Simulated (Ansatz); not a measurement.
# Elastic constants of MgTl at 15 GPa (stress–strain coefficients): input and output

Theory: DFT LDA, scalar-relativistic, plane waves, PAW in Ansatz.

Launched with:
```bash
ansatz run input.yaml --threads 1 --pin off --max-ram 3072MiB --backend cpu --events-out ev --progress --plain --runs-dir out
```

Input (bare energies are in eV):
```yaml
crystal:
  lattice:
    - [3.3317471356, 0.0, 0.0]
    - [0.0, 3.3317471356, 0.0]
    - [0.0, 0.0, 3.3317471356]
  atoms:
    - { symbol: Mg, position: [0.0, 0.0, 0.0] }
    - { symbol: Tl, position: [0.5, 0.5, 0.5] }
basis:
  ecutwfc: 420
kpoints:
  mp_grid: { grid: [12, 12, 12] }
hamiltonian:
  xc: lda
scf:
  occupations: { method: fermi_dirac, width: 0.15 }
output:
  forces: true
  stress: true
  eigenvalues: true
elastic:
  mode: relaxed_ion
  amplitude: 0.005
```

From the output:
```
--- Elastic constants: 2 strain directions × 4 members + reference (group order 48) ---
  dense FFT box of the reference and of every strained cell: 24×24×24
  strains applied: 11, 23; error gains: componentwise 1.00 (the most a stress slope's error grows in a printed constant), spectral 1.73 (1 for all six strains in a standard setting)
  C = ∂σ_k/∂η_j (tension-positive GPa; Voigt order 11 22 33 23 13 12):
        98.667    113.896    113.896     -0.000     -0.000     -0.000
       113.896     98.667    113.896     -0.000     -0.000     -0.000
       113.896    113.896     98.667     -0.000     -0.000     -0.000
         0.000     -0.000      0.000     27.683     -0.000      0.000
        -0.000     -0.000      0.000      0.000     27.683     -0.000
        -0.000     -0.000     -0.000      0.000      0.000     27.683
  reference stress σ⁰ (GPa):    -14.999    -14.999    -14.999     -0.000     -0.000      0.000
  C* (energy form; C + prestress term) asymmetry max|C*_kj − C*_jk| = 2.842e-14 GPa — a small one proves nothing (zero by symmetry where the batch's group is 432, −43m or m−3m); a large one is finite-difference/SCF noise where every solve ...
  moduli (Voigt/Reuss/Hill, GPa): K = 108.82/108.82/108.82   G = 13.56/-32.41/-9.42   E = -29.11   ν = 0.545
  mechanically stable: NO (min eigenvalue of sym C = -15.23 GPa)
  strain η (Voigt 11):  stress-route row diagonal C_11 = 98.67 GPa, energy-path curvature d²(F+E_count+ΔE)/dδ²/Ω₀ = 98.67 GPa
    cells at ±δ against ±2δ: C11 98.92 and 99.66 GPa, apart by 0.65 % of the column's largest entry
         δ    σ_11 (GPa) F (eV) n_scf n_hpsi n_pw
    -1.000e-2     -16.0269      -13048.0809568       7   58627    739   relax 0 steps, max|allowed force component| 0.00e0 eV/Å
    -5.000e-3     -15.5018      -13048.0991507       4   45618    739   relax 0 steps, max|allowed force component| 4.54e-30 eV/Å
     5.000e-3     -14.5126      -13048.1337806       4   45261    739   relax 0 steps, max|allowed force component| 1.26e-29 eV/Å
     1.000e-2     -14.0336      -13048.1502554       6   51930    743   relax 0 steps, max|allowed force component| 3.81e-29 eV/Å
  strain η (Voigt 23):  stress-route row diagonal C_44 = 27.68 GPa, energy-path curvature d²(F+E_count+ΔE)/dδ²/Ω₀ = 35.18 GPa
    cells at ±δ against ±2δ: C44 27.71 and 27.79 GPa, apart by 0.30 % of the column's largest entry
         δ    σ_23 (GPa) F (eV) n_scf n_hpsi n_pw
    -1.000e-2      -0.2779      -13048.1163434       7   89196    740   relax 0 steps, max|allowed force component| 3.20e-30 eV/Å
    -5.000e-3      -0.1386      -13048.1166490       3   69000    739   relax 0 steps, max|allowed force component| 3.25e-30 eV/Å
     5.000e-3       0.1386      -13048.1166490       3   67577    739   relax 0 steps, max|allowed force component| 3.06e-30 eV/Å
     1.000e-2       0.2779      -13048.1163434       6   76432    740   relax 0 steps, max|allowed force component| 1.26e-29 eV/Å
```

The run took 57 s on 1 thread of Arm Neoverse V1, with other jobs on the host, peak memory 0.44 GiB.

In a metal, frequencies and elastic constants depend on the k mesh and the smearing, soft modes and shear constants most. Spin–orbit coupling is left out, which can shift energies with elements as heavy as these. Other phases may be more stable at this pressure.

As the tensor has a negative eigenvalue, the Reuss and Hill moduli of a polycrystal, and E and ν formed from them, have no physical meaning here.

The least eigenvalue is -15.2 GPa; in a metal on this mesh the verdict on stability isn't firm within about 20 GPa or a tenth of the bulk modulus.